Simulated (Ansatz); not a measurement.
## InSe at a changed volume — electric field gradients

The cell is a structure deposited in the COD, relaxed with PBE at fixed cell and then changed (volume scaled by 1.02, ions relaxed).

Space group P6_3/mmc (No. 194); a = 4.0768, c = 17.0421 Å, γ = 120.00°.

| site | Wyckoff | site symmetry | x | y | z |
| --- | --- | --- | --- | --- | --- |
| In | 4f | 3m. | 0.3333 | 0.6667 | 0.1676 |
| Se | 4f | 3m. | 0.3333 | 0.6667 | 0.5933 |

One atom of each set is listed.

The numbers come from a DFT calculation in Ansatz (PBE, plane waves and PAW, scalar-relativistic, 420 eV cutoff, Γ-centred 13×13×3 k-points, Fermi–Dirac smearing 0.05 eV).

C_Q = eQV_zz/h, which is 24.18 MHz for Q = 1 b and V_zz = 10²¹ V/m²; η = (V_xx − V_yy)/V_zz. ν_Q = 3|C_Q|/[2I(2I − 1)].

¹¹³In: I = 9/2, Q = 761.0 mb. Quadrupole moments are those of Pyykkö's year-2017 table.

```json
{"site": "In", "atoms": "4", "first shell": "3 Se at 2.67 Å; also 1 In at 2.81 Å", "C_Q (MHz)": "-195", "η": "0.00", "ν_Q (MHz)": "8.14"}
```

An axis of threefold or higher order runs through In, so V_zz lies along it and η is zero.

Se has no stable isotope with a ground-state quadrupole moment in the table, so these sites are left out.

Without spin–orbit coupling (the program notes it for In) the gradients can shift somewhat, as the gap is small. With a gap of 0.3 eV under a smearing of 0.05 eV the band edges are partly filled, so small gradients can hang on the smearing and the k-mesh.

The relaxation (3 steps) took 67 s of wall time (67 s of CPU time) and 0.95 GiB at its peak, on 1 thread of Intel Xeon 6975P-C (Granite Rapids) (x86_64; 16 cores open to the job, memory cap 3.0 GiB, no GPU), a shared host with a load of 0.6 a core.
